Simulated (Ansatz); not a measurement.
A geometry of Nb away from equilibrium: step 2 of the relaxation of a relaxed Nb cell, doubled along one cell vector, shaken by Gaussian noise of σ = 0.08 Å a coordinate. Calculation: PBEsol (plane waves to 420 eV, PAW, scalar-relativistic; Ansatz, a program for electronic structure). Γ-centred k-mesh 14×14×7 on the run's cell (coarser than for final values), Fermi–Dirac smearing 0.05 eV. The plane waves were selected for a different cell earlier on the path.

```yaml
crystal:
  lattice:
    - [0.00510, 2.68400, 4.79414]
    - [1.34987, -0.00460, 4.79809]
    - [2.70094, 5.38303, -0.00537]
  atoms:
    - { symbol: Nb, position: [0.22630, 0.25343, 0.14777] }
    - { symbol: Nb, position: [0.21451, 0.26306, 0.63503] }
    - { symbol: Nb, position: [0.99632, 0.01082, 0.00536] }
    - { symbol: Nb, position: [0.98743, 0.02293, 0.51538] }
```

### Question
What forces act on the atoms (eV/Å)?

### Answer
```csv
atom,Fx,Fy,Fz
Nb1,-0.46,-0.52,1.28
Nb2,0.41,0.61,1.47
Nb3,0.56,0.23,-1.18
Nb4,-0.52,-0.33,-1.57
```

The path ends in Im-3m (No. 229) (bcc (W type)). No spin polarisation in the result.

Of the parent cell (Fddd (No. 70)): it is a generated cell of Nb: the first start was made by placing the elements on the sites of a structure type, and the end was not matched to a known phase here, so it may be hypothetical. Known forms of Nb include space group No. 229.
